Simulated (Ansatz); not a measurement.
The relaxed structure here is a generated cell of Si: the first start was made by placing the elements on the sites of a structure type, and the end was not matched to a known phase here, so it may be hypothetical. Known forms of Si include space group No. 227.

A relaxed cell of Si (P6₃/mmc (No. 194)), relaxed on a k-mesh at least as fine as the one used below. All values below come from r2SCAN (plane waves to 500 eV, PAW, scalar-relativistic; Ansatz, a first-principles code). Γ-centred k-mesh 10×5×5 on the run's cell, Fermi–Dirac smearing 0.05 eV.

```xyz
8
Lattice="3.8321 0.0000 0.0000 -3.8321 6.6374 0.0000 0.0000 0.0000 6.3420" Properties=species:S:1:pos:R:3 pbc="T T T"
Si     0.0000     2.2125     0.4000
Si    -1.9161     5.5312     0.4000
Si     1.9161     1.1062     3.5710
Si     0.0000     4.4249     3.5710
Si     1.9161     1.1062     5.9420
Si     0.0000     4.4249     5.9420
Si     0.0000     2.2125     2.7710
Si    -1.9161     5.5312     2.7710
```

The atoms are displaced by (Å):

```csv
atom,ux,uy,uz
Si1,-0.147,-0.101,0.155
Si2,-0.018,0.002,0.029
Si3,-0.021,0.071,-0.046
Si4,0.051,-0.026,0.034
Si5,0.024,0.053,0.059
Si6,0.076,0.028,-0.029
Si7,-0.031,-0.010,0.049
Si8,-0.187,0.006,0.177
```

What forces (eV/Å) and pressure result?


```tsv
atom	Fx	Fy	Fz
Si1	2.56	1.87	-1.20
Si2	0.94	0.27	0.50
Si3	-0.28	-0.88	1.70
Si4	-3.30	-0.70	0.53
Si5	-2.42	-1.14	-0.83
Si6	-1.23	-0.99	1.29
Si7	0.23	0.53	0.10
Si8	3.49	1.03	-2.10
```

Pressure +1.8 GPa.

Estimate the energy cost of the displacement in the harmonic approximation and compare with the calculation.

For a harmonic well ΔE = −½ Σ F·u = 1.185 eV a cell, or 148 meV/atom. The calculated energy relative to the undisplaced cell is +148 meV/atom, so the harmonic estimate holds well.

No spin polarisation in the result.

The run that gave the undisplaced cell could not lose the symmetry of its start; a randomly shaken copy of 8 atoms returns to this structure.
